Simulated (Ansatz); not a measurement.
Relaxed SiC (zinc blende):

```
SiC
1.0
    0.00000     4.37975     4.37975
    2.18988     0.00000     2.18988
    2.18988     2.18988     0.00000
C Si
2 2
Direct
  0.37500   0.75000   0.75000
  0.87500   0.75000   0.75000
  0.00000   0.00000   0.00000
  0.50000   0.00000   0.00000
```

A phonon eigenvector at L = (0.5, 0.0, 0.0) is frozen into this cell: atom i moves by Q times the vector below, so Q is the largest atomic displacement, in Å. The cell is held. It is one choice among 2 degenerate patterns. (q is in reciprocal vectors of the primitive cell; the cell shown is doubled to hold the pattern.)

| atom | x | y | z |
|---|---|---|---|
| C1 | 0.285 | -0.520 | 0.805 |
| C2 | -0.285 | 0.520 | -0.805 |
| Si3 | 0.109 | -0.198 | 0.307 |
| Si4 | -0.109 | 0.198 | -0.307 |

Method: PBE (plane waves to 420 eV, PAW, scalar-relativistic; Ansatz, an electronic-structure program). k mesh 13×13×13 (Γ-centred), Fermi-Dirac smearing 0.05 eV. E stands for the smeared free energy. SiC was relaxed with its symmetry unable to fall. The zero of ΔE is the undisplaced structure.

| Q (Å) | ΔE (meV/cell) |
|---|---|
| -0.180 | 1105 |
| -0.150 | 760 |
| -0.120 | withheld |
| -0.090 | 270 |
| -0.060 | 119 |
| -0.030 | 30 |
| 0.000 | 0 |
| 0.030 | 30 |
| 0.060 | 119 |
| 0.090 | 270 |
| 0.120 | withheld |
| 0.150 | 760 |
| 0.180 | 1105 |

### Question
Fit an even polynomial form (powers 2, 4) to the given rows and predict ΔE at Q = -0.120.

### Answer
Least squares on the 11 given rows: ΔE = (33040)·Q² + (32820)·Q⁴, in meV/cell with Q in Å; root-mean-square residual 0.2 meV/cell. At -0.120 the fit gives 483 meV/cell; the calculation gives 483 meV/cell, the same to the digits shown. The quadratic term alone would give 476 meV/cell.

(For displaced atoms, the force is minus the slope of the energy, and its curvature is a force constant, which sets phonon frequencies.)
